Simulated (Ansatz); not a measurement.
N:
```
CELL_PARAMETERS angstrom
      5.66738     0.00000     0.00000
      0.00000     5.66738     0.00000
      0.00000     0.00000     5.66738
ATOMIC_POSITIONS crystal
  N  0.05611 0.05611 0.05611
  N  0.44389 0.94389 0.55611
  N  0.55611 0.44389 0.94389
  N  0.94389 0.55611 0.44389
  N  0.94389 0.94389 0.94389
  N  0.55611 0.05611 0.44389
  N  0.44389 0.55611 0.05611
  N  0.05611 0.44389 0.55611
```

Relaxed with PBE+D3(BJ). Special points in fractions of this cell's reciprocal vectors: Γ (0.000, 0.000, 0.000); X (0.000, 0.500, 0.000); M (0.500, 0.500, 0.000); R (0.500, 0.500, 0.500); X1 (0.500, 0.000, 0.000).

Q: List the band energies nearest the valence-band maximum at these points for DFT-PBE+D3(BJ) in the program Ansatz with PAW potentials.

A: In eV from the valence-band maximum; about four levels below and three above (degenerate sets whole), none deeper than 8.9 eV; points with the same levels are listed once.

```
k                    below                above
-  -----------------------  -------------------
Γ  -0.86 -0.02 -0.02 -0.02       7.41 7.41 7.41
X    -0.30 -0.30 0.00 0.00  7.66 7.66 8.01 8.01
M  -0.15 -0.15 -0.15 -0.15  8.01 8.01 8.01 8.01
R  -0.22 -0.22 -0.22 -0.22  8.01 8.01 8.01 8.01
```

Space group Pa-3 (α-N2). Symmetry was held in the PBE+D3(BJ) relaxation. The substance is a gas or liquid at ambient conditions; this is its low-temperature solid.

Potentials: the later of the program's two PAW sets.
